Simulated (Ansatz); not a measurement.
A crystal relaxed with r2SCAN in the PAW code Ansatz has space group Imm2 (No. 44) and a = 3.942 Å, b = 11.955 Å, c = 5.802 Å.

```csv
atom,site,x,y,z
B,2a,0.0000,0.0000,0.0116
As,2b,0.5000,0.0000,0.8154
Xx,4d,0.5000,0.1600,0.5015
As,4d,0.0000,0.1441,0.2100
```

r2SCAN gives a direct gap of 0.16 eV at Γ. With HSE06 the gap is 0.52 eV and direct, at Γ. With PBE the gap is 0.01 eV and direct, at Γ–X (0.10 of the way from Γ). (This is within a few times the smearing of 0.02 eV, so the filling near the edges can be smeared.) A second conduction valley, at X, lies only 29 meV higher, so their order isn't settled. Meshes: r2SCAN 8×8×8, HSE06 4×4×4, PBE 8×8×8.

**Question.** Which element is Xx?
A. Tl
B. Ga
C. Al
D. In

**Answer.** D. Xx is In: In2BAs3, ordered on the zincblende lattice (Imm2) with 6 atoms a cell. Around B lie 4 As at 2.07–2.28 Å; around As lie 2 B at 2.28 Å and 2 In at 2.64 Å; around In lie 4 As at 2.60–2.64 Å; around As lie 1 B at 2.07 Å and 3 In at 2.60–2.64 Å.

Values at 0 K without nuclear motion; spin polarisation is off, and the phase may be a hypothetical one.

No spin-orbit coupling is included; it can move band edges with weight on the heavy atoms by tenths of an eV.

Gaps or overlaps of about a tenth of an eV are at the limit of these meshes: between the points read a gap can be smaller or closed.
